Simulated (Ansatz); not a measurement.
# A plane-wave run on CsPt

Input file of Ansatz 0.2.0:

```yaml
crystal:
  lattice:
    - [7.018035, 0.0, 0.0]
    - [0.0, 4.53675, 0.0]
    - [0.0, 0.0, 7.465942]
  atoms:
    - { symbol: Pt, position: [0.9995, 0.25, 0.1908] }
    - { symbol: Pt, position: [0.5005, 0.75, 0.6908] }
    - { symbol: Pt, position: [0.4995, 0.25, 0.3092] }
    - { symbol: Pt, position: [0.0005, 0.75, 0.8092] }
    - { symbol: Cs, position: [0.185, 0.25, 0.59] }
    - { symbol: Cs, position: [0.315, 0.75, 0.09] }
    - { symbol: Cs, position: [0.685, 0.25, 0.91] }
    - { symbol: Cs, position: [0.815, 0.75, 0.41] }
  symmetry: { tolerance: 0.0003 }
kpoints:
  mp_grid: { grid: [4, 6, 4], shift: [0, 0, 0] }
  band_path:
    path:
      - [0.0, 0.0, 0.0]
      - [0.5, 0.0, 0.0]
      - [0.5, 0.5, 0.0]
      - [0.0, 0.5, 0.0]
      - [0.0, 0.0, 0.0]
      - [0.0, 0.0, 0.5]
      - [0.5, 0.0, 0.5]
      - [0.5, 0.5, 0.5]
      - [0.0, 0.5, 0.5]
      - [0.0, 0.0, 0.5]
      - [0.5, 0.0, 0.0]
    npoints: 6
magnetization:
  spin_polarized: false
scf:
  occupations: { method: gaussian, width: 0.0149 }
  lower_state_search: "off"
  max_iter: 200
hamiltonian:
  pseudopotentials: { kind: paw }
  xc: r2scan
basis:
  ecutwfc: 500
  fft_grid_basis: typed
output:
  forces: true
  stress: true
  eigenvalues: true
  bader: true
  populations: true
  elf: true
  write_potential: true
  volumetric_format: npy
  dos:
    e_range: [-12, 8]
    de: 0.05
    projected: { site_lists: { Cs: [Cs], Pt: [Pt] } }
checkpoint:
  read: saved_state
```

The saved state is an earlier solution for the same cell, perhaps on another mesh. 

Parts of the output:

```
SCF iter   1: F=-72883.8907 eV  Δρ=1.56e-3  dr2=4.62e-3  dr2_τ=7.62e-4
SCF iter   2: F=-72883.8913 eV  Δρ=9.21e-4  dr2=2.15e-3  dr2_τ=3.60e-4
SCF iter   3: F=-72883.8925 eV  Δρ=2.13e-4  dr2=1.29e-4  dr2_τ=2.73e-5
SCF iter   4: F=-72883.8925 eV  Δρ=4.91e-5  dr2=9.07e-6  dr2_τ=6.30e-7
SCF iter   5: F=-72883.8926 eV  Δρ=1.84e-5  dr2=7.80e-7  dr2_τ=1.24e-7
SCF iter   6: F=-72883.8926 eV  Δρ=6.30e-6  dr2=1.88e-7  dr2_τ=1.60e-8
SCF iter   7: F=-72883.8926 eV  Δρ=1.88e-6  dr2=7.66e-9  dr2_τ=6.28e-10
Free energy (F): -72883.8926 eV
Harris-Foulkes:  -72883.8926 eV  (|F-HF|=5.31e-9)
Internal energy: -72883.8916 eV  (E = F + TS)
E sigma→0 (E₀):  -72883.8921 eV
Entropy (-TS):   -0.0010 eV (-0.129 meV/atom)
Fermi energy:    10.1560 eV
--- Stress (GPa, compression-positive) ---
        1.8818       0.0000       0.0000
        0.0000       5.4742       0.0000
        0.0000       0.0000       3.1141
  P = ⅓ Tr σ = 3.4900 GPa (34.900 kbar)
--- Löwdin populations: 8 sites ---
  site symbol       q [e]
     0     Pt     18.5430
     1     Pt     18.5430
     2     Pt     18.5430
     3     Pt     18.5430
     4     Cs      8.2252
     5     Cs      8.2252
     6     Cs      8.2252
     7     Cs      8.2252
  spilling = 0.0086 (of n_electrons = 108.0000)
--- Bader charges: 8 sites ---
  site symbol  charge [e]  shift [e]
     0     Pt     -0.6475     0.0000
     1     Pt     -0.6475     0.0000
     2     Pt     -0.6475     0.0000
     3     Pt     -0.6475     0.0000
     4     Cs      0.6475     0.0000
     5     Cs      0.6475     0.0000
     6     Cs      0.6475     0.0000
     7     Cs      0.6475     0.0000
```

Origin: a known structure type with other elements, at an estimated volume, so it need not be a known compound.
